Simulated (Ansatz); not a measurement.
## Profile along the Co–Co line in Co3W (space group P6_3/mmc)

Co3W (space group P6_3/mmc)

```xyz
8
Lattice="5.0456 0.0000 0.0000 -2.5228 4.3697 0.0000 0.0000 0.0000 4.0446" Properties=species:S:1:pos:R:3 pbc="T T T"
Co     2.5228     2.9564     1.0111
Co     0.0000     1.4133     3.0334
Co    -1.2989     3.6630     3.0334
Co     3.8217     0.7066     1.0111
Co     1.2239     0.7066     1.0111
Co     1.2989     3.6630     3.0334
W      0.0000     2.9131     1.0111
W      2.5228     1.4566     3.0334
```

Fields along a shortest Co–Co line of a (-1 1 0 0) plane (2.45 Å), from Co to Co, interpolated on the slice's grid (step about 0.2 Å). All values below come from PBEsol (plane waves to 420 eV, PAW, scalar-relativistic; Ansatz, a first-principles code). k mesh 11×11×12. Near the nuclei the fields are pseudised (PAW); where an atom keeps semicore shells as valence, they peak there. Co3W was relaxed with its symmetry unable to fall. Relaxed Co3W ends ferromagnetic. Spin-orbit coupling is left out, though W is heavy. Other magnetic orders were not checked, so this need not be the ground state.

| distance from Co (Å) | valence electron density (e/Å³) | spin density, up minus down (e/Å³) | electron localisation function | ELF of the up spins | ELF of the down spins |
|---|---|---|---|---|---|
| 0.00 | 56.72 | 1.32 | x | x | x |
| 0.25 | 31.81 | 0.73 | x | x | x |
| 0.49 | 7.51 | 0.19 | x | x | x |
| 0.74 | 1.54 | 0.05 | 0.22 | 0.23 | 0.21 |
| 0.98 | 0.51 | 0.00 | 0.19 | 0.19 | 0.19 |
| 1.23 | 0.38 | 0.00 | 0.30 | 0.28 | 0.32 |
| 1.47 | 0.51 | 0.01 | 0.18 | 0.18 | 0.18 |
| 1.72 | 1.53 | 0.05 | 0.22 | 0.23 | 0.21 |
| 1.96 | 7.53 | 0.19 | x | x | x |
| 2.21 | 31.90 | 0.72 | x | x | x |
| 2.45 | 53.65 | 1.24 | x | x | x |

x: too close to a nucleus for the ELF to mean much.

Density on the Co–Co line (2.45 Å) at its midpoint: 0.38 e/Å³. ELF at that point: 0.3.
